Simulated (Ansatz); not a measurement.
The relaxed structure here is a generated cell of SnO: the first start was made by placing the elements on the sites of a structure type, and the end was not matched to a known phase here, so it may be hypothetical. Known forms of SnO include space group No. 129.

A structure of SnO relaxed with PBEsol (plane waves to 420 eV, PAW, scalar-relativistic; Ansatz, an electronic-structure program); single points at other levels follow on the same geometry (Ansatz, PAW; PBEsol+SOC at 420 eV on a 6×8×6 k-mesh; spin-orbit coupling only where +SOC is written). Space group Pnma (No. 62).

SnO is taken in the orthorhombic space group Pnma (No. 62), Pearson symbol oP8. Conventional cell: a = 5.346 Å, b = 4.432 Å, c = 5.625 Å, α = β = γ = 90.00°. Sn on 4c has 2 O at 2.112–2.203 Å and 2 O at 2.444 Å. O on 4c has 2 Sn at 2.112–2.203 Å and 2 Sn at 2.444 Å. (Neighbours: up to the widest gap in distance over summed covalent radii, below 1.35, at either atom; cation-cation and far metal-metal contacts left out.)

```
level       gap (eV)      kind           conduction minimum
----------  --------  --------  ---------------------------
PBEsol          1.08  indirect  67 % of the way from U to R
PBEsol+SOC      1.07  indirect  67 % of the way from U to R
```

The shift from spin-orbit coupling is approximate. No spin polarisation in the result.

The run could not lose the symmetry of its start: the end is stationary, and may be a saddle point rather than a minimum.

It was reached from a disturbed copy of a P6₃/mmc (No. 194) cell, against which it lies -0.317 eV/atom.
